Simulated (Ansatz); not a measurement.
Starting cell, BN (zinc blende):

```yaml
crystal:
  lattice:
    - [0.00000, 1.81236, 1.81236]
    - [1.81236, 0.00000, 1.81236]
    - [1.81236, 1.81236, 0.00000]
  atoms:
    - { symbol: N, position: [0.75000, 0.75000, 0.75000] }
    - { symbol: B, position: [0.00000, 0.00000, 0.00000] }
```

Scan: atom 1 (N, nearest neighbour B at 1.570 Å; its periodic images, 2.6 Å or more away, move with it) is displaced along Cartesian [111], direction (0.577, 0.577, 0.577) in Cartesian axes, by s. The other atoms stay.

Level of theory: PBE (plane waves to 420 eV, PAW, scalar-relativistic; Ansatz, a program for electronic structure). k mesh 13×13×13 (Γ-centred), Fermi-Dirac smearing 0.05 eV. The energy includes the smearing's −TS. Left out: 1 of 11 points, with atoms too close for the PAW data. BN was relaxed with its symmetry unable to fall. ΔE is measured from the undisplaced structure.

```csv
s (Å),ΔE (meV/cell)
-0.470,1051
-0.376,816
-0.282,559
-0.188,301
-0.094,90
0.000,0
0.094,120
0.188,543
0.282,1376
0.376,2773
```

Problem. What force constant k = d²E/ds² at s = 0 does the table give?

Solution. 24 eV/Å². It is the second difference of the nearest points, corrected with the next pair.

Problem. With k = 23.59 eV/Å² from the forces, is the well harmonic out to s = 0.376 Å?

Solution. ½ks² = 1667 meV/cell against the computed 2773 meV/cell, so the well is stiffer than harmonic there.

(A displaced cell: forces are minus the slopes of the energy, force constants its curvatures, and phonons follow from these.)
